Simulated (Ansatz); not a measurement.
Sr2ZnMoO6 (space group I4/m)

```xyz
10
Lattice="-2.7811 2.7811 4.0097 2.7811 -2.7811 4.0097 2.7811 2.7811 -4.0097" Properties=species:S:1:pos:R:3 pbc="T T T"
Sr     2.7811     0.0000     2.0048
Sr     0.0000     2.7811     2.0048
Zn     0.0000     0.0000     4.0097
Mo     0.0000     0.0000     0.0000
O      1.1009     1.5638     0.0000
O      1.6801     1.2173     4.0097
O      3.9983     1.1009     0.0000
O     -1.2173     1.6801     4.0097
O      0.0000     0.0000     1.9187
O      0.0000     0.0000     6.1007
```

The volume is varied about the relaxed value V₀ at fixed cell shape. The atoms relax within the cell's symmetry.

Computed with r2SCAN (plane waves to 500 eV, PAW, scalar-relativistic; Ansatz, a program for electronic structure). k mesh 8×8×8 (Γ-centred), Fermi-Dirac smearing 0.05 eV. The energy includes the smearing's −TS. Compression counts positive. Sr2ZnMoO6 is run without spin polarisation. Sr2ZnMoO6 was relaxed with its symmetry unable to fall. ΔE is measured from the relaxed starting cell.

```csv
V (Å³/cell),ΔE (kJ/mol of atoms),P (GPa)
111.64,6.84,?
114.12,4.20,15.2
116.61,2.27,10.7
119.09,?,6.7
121.57,0.23,3.2
124.05,0.00,0.0
126.53,0.22,-2.8
129.01,0.83,-5.3
131.49,?,-7.6
133.97,?,-9.6
136.45,4.65,-11.3
```

Question: Complete the blanks.

Answer: 
- 111.64, P (GPa): 20.2
- 119.09, ΔE (kJ/mol of atoms): 0.97
- 131.49, ΔE (kJ/mol of atoms): 1.80
- 133.97, ΔE (kJ/mol of atoms): 3.08

(A scan under strain: stresses follow from slopes of the energy per volume, elastic moduli from its curvatures.)
